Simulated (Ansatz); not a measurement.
Ag₅Pb₂O₆ in space group P-31m (No. 162; Ag on 2e, Ag on 3f, Pb on 2d, O on 6k), r²SCAN (plane waves, PAW; program Ansatz), all energies at zero smearing, with the estimated change up to a 700 eV cutoff added, with one set of potentials and settings (totals compare only within such a set). Cell of 13 atoms (5 Ag, 2 Pb, 6 O): -65264.782 eV.

```
element                            reference phase  E (eV/atom)
-------  -----------------------------------------  -----------
Ag                       R-3m, 3 atoms in the cell   -7603.9440
Pb                      Fm-3m, 1 atoms in the cell  -11920.8594
O        C2/m, 4 atoms in the cell, spin-polarised    -566.0281
```

Formation energy per atom, worked out: (-65264.782 − 5×(-7603.9440) − 2×(-11920.8594) − 6×(-566.0281))/13 = -0.552 eV/atom (-53 kJ per mol of atoms), at 0 K, without zero-point energy or fitted corrections.

The first step of the workflow began from a Materials Project structure, measured or hypothetical; the Crystallography Open Database files this formula in space group No. 162, but the cells were not matched. Whether it is the stable phase at ambient conditions was not checked. The cell was relaxed with r²SCAN under the symmetry of its start; whether a distortion lowers the energy is not shown. No spin polarisation was allowed. The references are the lowest solids computed at this level, not always the standard phases (solids in place of the gases). Spin–orbit coupling is left out wherever it is not named.

Potentials: the later of the program's two PAW sets.
